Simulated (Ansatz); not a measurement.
BN (P6_3mc), relaxed and computed with several functionals in Ansatz (plane waves, PAW). Much of their spread follows the volume that each gives.

```csv
functional,V (Å³/atom),B₀ by P(V) fit (GPa)
LDA,5.75,402
HSE06,5.82,?
PBEsol,5.87,385
PBE,5.96,371
```

Problem. Fit a straight line to ln B₀ against ln V and predict the withheld value.

Solution. Least squares on the 3 shown rows: ln B₀ = -2.23 × ln V + (9.898), with a scatter of 0.1 %. For HSE06 this gives 392. The run itself gave 404, a miss of 3.0 % of that, well beyond the scatter: the line misses something about this case.

Built on a structure type that need not be the filed one of that space group: BN, P6_3mc (B on 2a, B on 2b, N on 2a, N on 2b). Not the usual ambient phase: BN, P6_3mc (B on 2a, B on 2b, N on 2a, N on 2b). All cells were relaxed under the symmetry of their starts (and spin orders); stability against distortions was not tested throughout.

Potentials: the later of the program's two PAW sets.

Ansatz (an electronic-structure program) is a plane-wave DFT program.
